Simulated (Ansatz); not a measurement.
A geometry of Be away from equilibrium: the start of the relaxation of a relaxed Be cell, doubled along one cell vector, shaken by Gaussian noise of σ = 0.08 Å a coordinate. Calculation: r2SCAN (plane waves to 500 eV, PAW, scalar-relativistic; Ansatz, a quantum-chemistry and plane-wave program). Γ-centred k-mesh 9×5×16 on the run's cell (coarser than for final values), Fermi–Dirac smearing 0.05 eV.

```xyz
6
Lattice="4.2981 0.0000 0.0000 -4.2981 7.4445 0.0000 0.0000 0.0000 2.0077" Properties=species:S:1:pos:R:3 pbc="T T T"
Be     2.1612    -0.0021     1.1288
Be    -0.0079     3.7985     1.0745
Be     0.9066     1.8519     0.9677
Be    -1.1084     5.6497     1.1213
Be    -1.1841     1.8060     0.9123
Be    -3.2570     5.6698     1.0266
```

Task: Which atoms carry the largest force, and which way does it point?

Result: 0.73 eV/Å, on Be1, Be5 (atoms numbered as listed); on Be5 its components are (-0.01, 0.55, -0.48).

Task: What is the pressure?

Result: +0.4 GPa, compression positive.

Task: How far above the relaxed end point is this geometry?

Result: 0.94 eV/atom; the path ends in P6₃/mmc (No. 194) (hcp (Mg type)).

No spin polarisation in the result.

Of the parent cell (P6/mmm (No. 191)): it is a generated cell of Be: the first start was made by placing the elements on the sites of a structure type, and the end was not matched to a known phase here, so it may be hypothetical. Known forms of Be include space group No. 194.
